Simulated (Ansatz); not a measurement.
Given:

MoW:
Space group Pm-3m (No. 221); a = b = c = 3.142 Å, α = β = γ = 90.00°

```json
[
 {"atom": "Mo", "site": "1a", "symmetry": "m-3m", "x": "0.0000", "y": "0.0000", "z": "0.0000"},
 {"atom": "W", "site": "1b", "symmetry": "m-3m", "x": "0.5000", "y": "0.5000", "z": "0.5000"}
]
```

This is the PBEsol-relaxed structure.

Question: All from PBEsol (plane waves, PAW; program Ansatz), unless another level is named. Estimate the density of states at the Fermi level.

Answer: 0.50 states/eV per atom (mean over ±0.08 eV).

Question: Next, the formation energy from the elements (no fitted shifts)?

Answer: -0.013 eV/atom.

The start of the workflow was typed in or built on a structure type; neither database checked (COD, Materials Project) lists it. Its standing as an ambient phase is unchecked. The cell was relaxed with PBEsol under the symmetry of its start; its stability against distortions is not shown here. No spin polarisation was allowed. The references are the lowest solids computed at this level, not always the standard phases. Scalar-relativistic: spin–orbit coupling is off unless named, which matters more the heavier the elements.

Potentials: the earlier of the program's two PAW sets. The files were generated under PBE; for other functionals the program regenerates the frozen cores, and for LDA and PBEsol the local potential too.
